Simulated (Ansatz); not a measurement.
GeS (NiAs type, P6_3/mmc) at seven volumes, plane-wave PAW PBE (Ansatz code), shape and atoms relaxed at each. One row is withheld.

| V (Å³/atom) | P (GPa) |
|---|---|
| 18.839 | 5.87 |
| 19.460 | 3.70 |
| 20.081 | ? |
| 20.702 | -0.06 |
| 21.323 | -1.70 |
| 21.944 | -3.06 |
| 22.565 | -4.36 |

Problem. Fit the shown pressures and predict the withheld one.

Solution. P = (3/2)B₀(x^(7/2) − x^(5/2))[1 + (3/4)(B′ − 4)(x − 1)] with x = (V₀/V)^(2/3). Least squares on the six rows gives V₀ = 20.677 Å³/atom, B₀ = 56.1 GPa, B′ = 2.63. At V = 20.081, x = 1.0197 and P = 1.70 GPa. The run itself gave 1.75 GPa.

A made-up cell: these elements were put on the sites of a structure type; neither database checked (COD, Materials Project) lists it. COD files the formula under space group No. 62, so this cell is another polymorph or a model. Its standing as an ambient phase is unchecked. The cell was relaxed with PBE under the symmetry of its start; whether a distortion lowers the energy is not shown.

Potentials: the later of the program's two PAW sets.
